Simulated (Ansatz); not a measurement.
TiTe2 (CdI2 type, P-3m1) under volume change, plane-wave PAW r²SCAN+D4 (Ansatz code), shape and atoms relaxed at each volume.

```tsv
V (Å³/atom)	E − E(relaxed) (meV/atom)	P (GPa)
25.119	24.7	3.64
25.947	10.0	2.11
26.775	2.2	0.92
27.604	0.0	0.00
28.432	1.7	-0.52
29.260	5.2	-0.89
30.088	10.6	-1.16
```

### Question
What does a third-order Birch–Murnaghan fit give for V₀, B₀ and B′?

### Answer
V₀ = 27.67 Å³/atom, B₀ = 22.9 GPa, B′ = 11.2.

The cell was relaxed with r²SCAN+D4 under the symmetry of its start. The run is not spin-polarised. Spin–orbit coupling is left out wherever it is not named.

Potentials: the later of the program's two PAW sets.
